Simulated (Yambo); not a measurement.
Material: AgI (wurtzite, space group P6_3mc, No. 186) under biaxial strain of -2 % along x and y, z relaxed; a = b = 4.465 Å, c = 7.607 Å, α = β = 90.00°, γ = 120.00° (4 atoms in the cell). The PBEsol cell relaxed from Materials Project entry mp-22894 was given a biaxial strain of -2 % along x and y, z relaxed, and the atoms were relaxed again.

With norm-conserving PBEsol (Quantum ESPRESSO, 82 Ry, no spin-orbit coupling), the gap between the mesh's edge points (Γ → Γ) is 1.189 eV.

Task: What does a G0W0 run in Yambo give for it (3×3×2 Γ-centred k mesh, bands 9 to 205 and a 7 Ry block in the screening, 205 bands in G with the Bruneval-Gonze terminator, plasmon pole fitted at 27.2 eV)?

Result: The correction is 1.133 eV, giving 2.321 eV, 2.0 times the PBEsol value.  Convergence of the G0W0 settings was not tested. The k mesh is coarse. Spin-orbit coupling is left out, which matters for elements this heavy: edges can move by tenths of an eV.
